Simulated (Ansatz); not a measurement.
**Sn: strain and displacement**

```
Sn
1.0
     0.00000    3.24560    3.24560
     3.24560    0.00000    3.24560
     3.24560    3.24560    0.00000
Sn
2
Direct
  0.50000 0.50000 0.50000
  0.75000 0.75000 0.75000
```

Atoms are numbered in the order listed.

The cell is COD entry 9008568, as deposited and not checked against the literature; nothing was relaxed.

Spin–orbit coupling is left out, though it moves levels of the heavy atoms by tenths of an eV or more.

Theory: DFT, LDA, all-electron LAPW, scalar-relativistic in Ansatz 0.2.0.

Numerical set-up: a Γ-centred 9×9×9 k mesh, Fermi–Dirac smearing of 0.03 eV, basis error target 0.25 meV/atom, no spin polarisation.

The unchanged cell is at -0.35 GPa.

In a metal, stresses and small energies carry noise from the k mesh.

x, y and z are the Cartesian axes of the cell as listed; fractional coordinates follow a strain, and an engineering shear is twice the off-diagonal strain component.

Task: With this change (equal xy, yz and zx engineering shear strains of -3 %), what becomes of the energy and stress and forces?

Result: Energy change +15 meV/atom; stress change (xx, yy, zz, yz, xz, xy) 0.18, 0.18, 0.18, 1.60, 1.60, 1.60 GPa, compression positive; change of the force on Sn2 (0.300, 0.300, 0.300) eV/Å.

With equal xy, yz and zx engineering shear strains of -1 %: energy change +2 meV/atom; stress change (xx, yy, zz, yz, xz, xy) 0.02, 0.02, 0.02, 0.50, 0.50, 0.50 GPa, compression positive; change of the force on Sn1 (-0.092, -0.092, -0.092) eV/Å.

Task: With this change (equal xy, yz and zx engineering shear strains of +2 %), what becomes of the energy and stress and forces?

Result: Energy change +6 meV/atom; stress change (xx, yy, zz, yz, xz, xy) 0.09, 0.09, 0.09, -0.92, -0.92, -0.92 GPa, compression positive; change of the force on Sn1 (0.158, 0.158, 0.158) eV/Å.

With equal xy, yz and zx engineering shear strains of -2 %: energy change +6 meV/atom; stress change (xx, yy, zz, yz, xz, xy) 0.08, 0.08, 0.08, 1.03, 1.03, 1.03 GPa, compression positive; change of the force on Sn1 (-0.192, -0.192, -0.192) eV/Å.

With equal xy, yz and zx engineering shear strains of +1 %: energy change +1 meV/atom; stress change (xx, yy, zz, yz, xz, xy) 0.02, 0.02, 0.02, -0.47, -0.47, -0.47 GPa, compression positive; change of the force on Sn1 (0.084, 0.084, 0.084) eV/Å.

Task: With this change (equal xy, yz and zx engineering shear strains of +3 %), what becomes of the energy and stress and forces?

Result: Energy change +13 meV/atom; stress change (xx, yy, zz, yz, xz, xy) 0.20, 0.20, 0.20, -1.36, -1.36, -1.36 GPa, compression positive; change of the force on Sn1 (0.223, 0.223, 0.223) eV/Å.
